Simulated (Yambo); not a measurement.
**GaAlN$_{2}$: sweep of GW parameters**

G0W0@PBEsol for GaAlN$_{2}$ (space group P-4m2, No. 115) in Yambo. Reference settings: 4×4×4 Γ-centred k mesh, 103 bands and a 10 Ry block in the screening, 103 bands in G with the Bruneval-Gonze terminator, plasmon pole fitted at 27.2 eV. The PBEsol gap Γ → Γ on this mesh is 2.80 eV; G0W0 gaps are taken between the same points.

| change from the reference | G0W0 gap Γ → Γ (eV) | shift of the valence edge (eV) | rough Yambo cost |
|---|---|---|---|
| reference settings | 3.80 | -0.48 | 1 |
| 39 bands in G | 3.82 | -0.50 | – |
| wavefunctions cut at 25 Ry | 3.79 | -0.45 | within a factor of two |
| no point-group symmetry | 3.79 | -0.48 | about 2× |
| 39 bands in G, no terminator | 3.57 | 0.20 | – |
| no terminator | 3.71 | -0.29 | – |

The reference isn't shown to be the converged limit. Costs are rough (shared machines), scaled to the same edge states, and given only for runs that recompute the screening.

Spin-orbit splittings are left out.

The standard potential for Ga keeps a d shell in the valence without the s and p states of that shell. In tests on such compounds this moved G0W0 gaps by up to about 0.9 eV, so absolute quasiparticle energies here are unreliable; differences between settings are what counts.

Geometry relaxed with PBEsol; primitive cell a = 3.143 Å, b = 3.143 Å, c = 4.424 Å, α = 90.00°, β = 90.00°, γ = 90.00°.

The structure is a Materials Project entry; no match was found in the copy of COD used, and its stability was not checked.

A shift is the quasiparticle energy of the state minus its PBEsol energy.
